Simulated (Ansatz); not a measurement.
Relaxed Fe (bcc, W type):

```xyz
2
Lattice="-2.8650 2.8650 2.8650 1.4325 -1.4325 1.4325 1.4325 1.4325 -1.4325" Properties=species:S:1:pos:R:3 pbc="T T T"
Fe     0.0000     0.0000     0.0000
Fe    -1.4325     1.4325     1.4325
```

These are r2SCAN (plane waves to 500 eV, PAW, scalar-relativistic; Ansatz, an electronic-structure program) values and carry that method's errors. k mesh 9×18×18 (Γ-centred), Fermi-Dirac smearing 0.05 eV. With partly filled bands, energies and forces of such displacements shift with the k mesh and the smearing. On this mesh the relaxed cell isn't quite at rest: it carries a pressure of -0.2 GPa (compression positive) at the zero of the scan. Fe was relaxed with its symmetry unable to fall. Relaxed Fe ends ferromagnetic. The PAW data are Ansatz's earlier set. Other magnetic orders were not checked, so this need not be the ground state.

One atom of the cell was then moved (with its periodic images), all else fixed, and the forces (eV/Å) came out as:

```json
[
 {"atom": "Fe1", "Fx": "-1.594", "Fy": "0.000", "Fz": "0.000"},
 {"atom": "Fe2", "Fx": "1.594", "Fy": "0.000", "Fz": "0.000"}
]
```

With two atoms only their relative shift counts; take Fe2 as fixed.

Problem. Which atom was moved, and by which vector (Å)?

Solution. Fe1, by (0.31, 0.00, 0.00), 0.31 Å in all.

(A displaced cell: forces are minus the slopes of the energy, force constants its curvatures, and phonons follow from these.)
